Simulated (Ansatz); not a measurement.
CrCuO$_{2}$ (delafossite type, space group R-3m)

```xyz
4
Lattice="1.4819 0.8556 5.6401 -1.4819 0.8556 5.6401 0.0000 -1.7111 5.6401" Properties=species:S:1:pos:R:3 pbc="T T T"
Cu     0.0000     0.0000     0.0000
Cr     0.0000     0.0000     8.4602
O      0.0000     0.0000     1.8295
O      0.0000     0.0000    15.0910
```

Equation-of-state scan: isotropic scaling of the cell above, V₀ being its volume. The atoms relax within the cell's symmetry.

These are PBEsol (plane waves to 420 eV, PAW, scalar-relativistic; Ansatz, an electronic-structure program) values and carry that method's errors. k mesh 13×13×13 (Γ-centred), Fermi-Dirac smearing 0.05 eV. Energies are smeared free energies. Compression counts positive. CrCuO2 is run spin-polarised and with no Hubbard U. CrCuO2 was relaxed with its symmetry unable to fall. Relaxed CrCuO2 ends ferromagnetic. Other magnetic orders were not checked, so this need not be the ground state. The zero of ΔE is the relaxed starting cell.

```csv
V (Å³/atom),ΔE (meV/atom),P (GPa),moment (μB/cell)
9.010,224.6,49.2,3.00
9.296,147.3,37.7,3.00
9.582,[?],[?],3.00
9.868,47.5,19.2,3.00
10.154,20.0,11.8,3.00
10.440,4.8,5.5,3.00
10.726,0.0,0.0,3.00
11.012,4.3,-4.7,3.00
11.298,16.5,-8.8,3.00
11.584,35.3,-12.3,3.00
11.871,60.0,-15.3,3.00
12.157,[?],-17.9,3.00
12.443,123.5,-20.1,3.00
```

Task: Some entries are withheld; supply them.

Result: 
- 9.582, ΔE (meV/atom): 89.2
- 9.582, P (GPa): 27.7
- 12.157, ΔE (meV/atom): 89.6

(Under strain, the slope of the energy per volume gives the stress and its curvature an elastic modulus.)
